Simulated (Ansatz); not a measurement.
# Energy landscape of LiF

8 relaxations of LiF ended in 3 distinct structures. Method: r2SCAN (plane waves to 500 eV, PAW, scalar-relativistic; Ansatz, an electronic-structure program).

| # | space group | Pearson | type | E − E(lowest) (eV/atom) | V (Å³/atom) | gap (eV, no SOC) | coordination | runs ending here |
|---|---|---|---|---|---|---|---|---|
| 1 | Fm-3m | cF8 | rock salt type | 0.000 | 7.94 | 10.33 | F 6 (octahedral), Li 6 (octahedral) | 6 |
| 2 | F-43m | cF8 | zinc blende type | 0.044 | 9.87 | 8.66 | F 4 (tetrahedral), Li 4 (tetrahedral) | 1 |
| 3 | Pm-3m | cP2 | CsCl type | 0.311 | 7.97 | 8.91 | Li 8 (cubic), F 8 (cubic) | 1 |

Coordination numbers (neighbours up to the widest gap in distance over summed covalent radii, below 1.35; n+m marks a second, longer set; metal–metal contacts left out). Fm-3m, cF8, rock salt type is the lowest of the structures calculated here.

LiF is taken in the cubic space group Fm-3m (No. 225), the rock salt structure, Pearson symbol cF8. Lattice parameters: a = b = c = 3.9902 Å, α = β = γ = 90.00°. F on 4a is surrounded by 6 Li at 1.995 Å (octahedral). Li on 4b is coordinated by 6 F at 1.995 Å (octahedral). (Neighbours: up to the widest gap in distance over summed covalent radii, below 1.35, at either atom; cation-cation and far metal-metal contacts left out.)
(The calculation used a cell of 2 atoms; values per cell refer to that cell.)

Each run could gain symmetry but not lose that of its start, so entries can be saddle points. From databases, or of a type measured for this composition: Fm-3m, cF8, rock salt type; the others are generated cells (placed on structure types, drawn at random, substituted or restacked) that were not matched to a known phase here. Static energies at zero pressure. No spin polarisation in the result.
